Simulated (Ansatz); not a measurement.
This run works on a generated trial structure, not on a known crystal.

Input and command of a plane-wave DFT calculation in Ansatz:

```yaml
crystal:
  lattice:
    - [4.40214935, 0.0, 0.0]
    - [-2.20107467, 3.81237317, 0.0]
    - [0.0, 0.0, 4.74147652]
  atoms:
    - { symbol: Ta, position: [0.0, 0.0, 0.5] }
    - { symbol: Ta, position: [0.0, 0.0, 0.0] }
    - { symbol: Nb, position: [0.33333333, 0.66666667, 0.0] }
    - { symbol: O, position: [0.33333333, 0.66666667, 0.36579374] }
    - { symbol: O, position: [0.33333333, 0.66666667, 0.63420626] }
basis:
  ecutwfc: 420
kpoints:
  mp_grid: { grid: [6, 6, 4] }
hamiltonian:
  xc: pbe
scf:
  occupations: { method: gaussian, width: 0.1 }
  lower_state_search: "off"
output:
  forces: true
  stress: true
  eigenvalues: true
relax:
  adjacent_minimum: "off"
  f_tol: 0.04
  max_steps: 70
  cell: { stress_tol: 0.4 }
```

```bash
ansatz run input.yaml --threads 1 --pin off --max-ram 2560MiB --backend cpu --events-out ev --progress --plain --runs-dir out
```

Processor: Intel(R) Xeon(R) Platinum 8223CL CPU @ 3.00GHz (Skylake/Cascade Lake), 1 thread, on a host shared with other jobs.

**Question.** How long does it run, and how much memory does it take?

**Answer.** About 94 s, peak memory 0.42 GiB. It solves 31 bands at 21 k points (after reduction by symmetry) with about 1875 plane waves (on the last cell), in 144 SCF iterations over 18 ionic steps.
